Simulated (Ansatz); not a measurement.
Two states of VF₃

```
V F
1.0
     2.59169    1.49631    4.49266
    -2.59169    1.49631    4.49266
     0.00000   -2.99263    4.49266
V F
2 6
Direct
  0.00000 0.00000 0.00000
  0.50000 0.50000 0.50000
  0.65010 0.84990 0.25000
  0.25000 0.65010 0.84990
  0.84990 0.25000 0.65010
  0.34990 0.15010 0.75000
  0.75000 0.34990 0.15010
  0.15010 0.75000 0.34990
```

The numbers come from plane-wave PAW DFT (Ansatz): r2SCAN, 500 eV, 5×5×5 Γ-centred k points, fermi-dirac occupations (width 0.1 eV). Nothing was relaxed.

State A: V1 up, V2 up (collinear spin). State B: V1 up, V2 down (collinear spin).

Question: Which state is lower, and how do they differ?

Answer: State A is lower by 4.4 meV an atom at zero smearing; in free energy at this smearing B lies +5.5 meV an atom from A.

```csv
state,free energy (meV/atom),largest moment in a small sphere (μB),net moment (μB/cell),gap on mesh (eV),pressure (GPa),largest force (eV/Å)
A,0.0,1.55,4.00,0.57,-1.7,0.36
B,5.5,1.51,0.00,0.88,-1.2,0.01
```

Origin: a database entry at a rescaled volume. Caveats: the state breaks the symmetry of the cell; an odd or shifted mesh can miss the band edges, so this level's true gap may be smaller.
